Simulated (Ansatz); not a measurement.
GeMo (CsCl type, Pm-3m) under volume change, DFT-r²SCAN in the program Ansatz with PAW potentials, scaled uniformly.

```
V (Å³/atom)  E − E(relaxed) (meV/atom)  P (GPa)
-----------  -------------------------  -------
13.637                             ___      ___
14.086                             ___      ___
14.536                             9.0     6.61
14.985                             0.0    -0.01
15.435                             8.0    -5.52
15.885                            30.1   -10.08
16.334                            64.0   -14.02
```

### Question
Some entries are withheld; supply them.

### Answer

- 13.637, E − E(relaxed) (meV/atom): 91.4
- 13.637, P (GPa): 23.69
- 14.086, E − E(relaxed) (meV/atom): 38.2
- 14.086, P (GPa): 14.43

### Question
What does a third-order Birch–Murnaghan fit give for V₀, B₀ and B′?

### Answer
V₀ = 14.99 Å³/atom, B₀ = 200 GPa, B′ = 4.8.

A made-up cell: these elements were put on the sites of a structure type; neither database checked (COD, Materials Project) lists it. Whether it is the stable phase at ambient conditions was not checked. The cell was relaxed with r²SCAN under the symmetry of its start; its stability against distortions is not shown here. The run is not spin-polarised.

Potentials: the earlier of the program's two PAW sets.
